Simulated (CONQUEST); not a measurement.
Consider a self-consistent single point of a model cell of SiAu (Cmcm, 8 atoms in the cell; prototype structure).

```
SiAu
1.0
    4.11064     0.00000     0.00000
    0.00000    10.86250     0.00000
    0.00000     0.00000     4.05046
Si Au
4 4
Direct
  0.00000   0.43600   0.75000
  0.50000   0.06400   0.25000
  0.50000   0.93600   0.75000
  0.00000   0.56400   0.25000
  0.00000   0.14525   0.75000
  0.50000   0.35475   0.25000
  0.50000   0.64525   0.75000
  0.00000   0.85475   0.25000
```

All values come from this method and carry its errors: PBE, numerical atomic orbitals double-zeta with polarisation (the shipped basis), PseudoDojo norm-conserving potentials made for PBE in CONQUEST.

CONQUEST settings:

- basis: DZP
- Diag.MPMeshX, Y, Z: 6 2 6
- potentials: PseudoDojo norm-conserving PBE
- Grid.GridCutoff: 140 Ha
- DM.SolutionMethod: diagon
- Diag.kT: 0.003675 Ha
- Diag.GammaCentred: true
- minE.SCTolerance: 1.0e-06
- SC.MaxIters: 100
- SC.LinearMixingFactor: 0.5
- SC.KerkerPreCondition: true
- SC.KerkerFactor: 0.3 1/bohr
- AtomMove.TypeOfRun: static

Results:

```
Property                                                   Value
------------------------------------------------  --------------
Number of valence electrons                                   92
Number of bands                                              128
Number of k-points after the program's reduction              60
Size of the basis                                            128
Number of SCF iterations                                      11
FFT grid                                           48 × 120 × 48
Free energy E − TS                                -16585.4377 eV
Fermi level (on the code's own zero)                    -4.69 eV
Pressure                                              -10.26 GPa
Largest force (vector length)                         0.658 eV/Å
```

Forces (eV/Å):
| atom | Fx | Fy | Fz |
|---|---|---|---|
| Si1 | 0.000 | -0.658 | 0.000 |
| Si2 | 0.000 | 0.658 | 0.000 |
| Si3 | 0.000 | -0.658 | 0.000 |
| Si4 | 0.000 | 0.658 | 0.000 |
| Au5 | 0.000 | 0.137 | 0.000 |
| Au6 | 0.000 | -0.137 | 0.000 |
| Au7 | 0.000 | 0.137 | 0.000 |
| Au8 | 0.000 | -0.137 | 0.000 |

For comparison: a first run was changed to give this one (volume scaled by 1.01), and from it to this one the free energy rises by 14.1 meV/atom, the pressure goes from -9.97 to -10.26 GPa and the largest force goes from 0.706 to 0.658 eV/Å.

The starting geometry comes from a prototype or from typed values, not from a relaxation at this level; it need not be a known phase. The program uses no crystal symmetry, so grid and mesh can part values that symmetry would make equal. The atom-centred basis is finite, which shifts total energies, pressures and forces against plane waves. No clean gap shows at this smearing width and mesh (spacing up to 0.29 Å⁻¹); the mesh is coarse for partly filled bands, so the values carry mesh errors.

Cost on one core: roughly 3 core-minutes.
